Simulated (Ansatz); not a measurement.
Input:

HfGeO3:
```yaml
crystal:
  lattice:
    - [3.99592, 0.00000, 0.00000]
    - [0.00000, 3.99592, 0.00000]
    - [0.00000, 0.00000, 4.24593]
  atoms:
    - { symbol: Hf, position: [0.50000, 0.50000, 0.56911] }
    - { symbol: Ge, position: [0.00000, 0.00000, 0.18995] }
    - { symbol: O, position: [0.00000, 0.50000, 0.45528] }
    - { symbol: O, position: [0.50000, 0.00000, 0.45528] }
    - { symbol: O, position: [0.50000, 0.50000, 0.02058] }
```

This is the PBEsol-relaxed structure.

**Question.** All from the program Ansatz at the PBEsol level (PAW), unless another level is named. Predict the hole effective mass.

**Answer.** 0.44, 0.81, 1.6 mₑ (principal values).

**Question.** Give the smallest direct gap on the standard path.

**Answer.** 2.37 eV.

**Question.** Next, the band gap?

**Answer.** 1.39 eV (indirect).

**Question.** Give the formation energy from the elements (no fitted shifts).

**Answer.** -2.29 eV/atom.

**Question.** And the electron effective mass?

**Answer.** 0.47, 0.58, 0.58 mₑ (principal values).

**Question.** What about the conduction-band minimum?

**Answer.** at Z.

Space group P4mm. The start of the workflow was typed in or built on a structure type; neither database checked (COD, Materials Project) lists it. Whether it is the stable phase at ambient conditions was not checked. The cell was relaxed with PBEsol under the symmetry of its start; whether a distortion lowers the energy is not shown. No spin polarisation was allowed. The references are the lowest solids computed at this level, not always the standard phases (solids in place of the gases). Spin–orbit coupling is left out wherever it is not named.

Potentials: the later of the program's two PAW sets.
